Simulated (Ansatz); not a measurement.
Relaxed-ion elastic tensor of IrO2 (rutile, P4_2/mnm) in GPa (Voigt order), DFT-PBE in the program Ansatz with PAW potentials; density 11.42 g/cm³, 10.87 Å³ per atom.

```
308  248  189  0.0  0.0  0.0
248  308  189  0.0  0.0  0.0
189  189  605  0.0  0.0  0.0
0.0  0.0  0.0  109  0.0  0.0
0.0  0.0  0.0  0.0  109  0.0
0.0  0.0  0.0  0.0  0.0  210
```

Question: Is the crystal mechanically stable?

Answer: Yes: the smallest eigenvalue of C is 59.9 GPa.

Question: Work out the Voigt, Reuss and Hill averages.

Answer: K_V = 275, K_R = 262, K_H = 269; G_V = 125, G_R = 79.7, G_H = 103 GPa.

Question: Give Young's modulus, Poisson's ratio, Pugh's ratio and the universal anisotropy index.

Answer: E = 9KG/(3K + G) = 273 GPa; ν = 0.33; K/G = 2.62 (ductile by the Pugh limit of 1.75); A_U = 5G_V/G_R + K_V/K_R − 6 = 2.91.

Question: Estimate the sound speeds and the Debye temperature.

Answer: v_l = √((K + 4G/3)/ρ) = 5960 m/s, v_t = √(G/ρ) = 3000 m/s, mean 3360 m/s; Θ = (h/k)(3n/4πV)^(1/3) v_m = 452 K.

Question: How much does each axis shrink under pressure?

Answer: Linear compressibilities β_i = Σ_j S_ij (j = 1 to 3): x 1.6, y 1.6, z 0.67 per TPa.

The PBE relaxation kept the symmetry of its start; of distortions, only those at the zone centre were tested. The run is not spin-polarised. As this level gives no gap, shear constants depend on the k-mesh and smearing (Fermi–Dirac, 0.1 eV here). Scalar-relativistic: spin–orbit coupling is off unless named, which matters more the heavier the elements.

Potentials: the later of the program's two PAW sets.
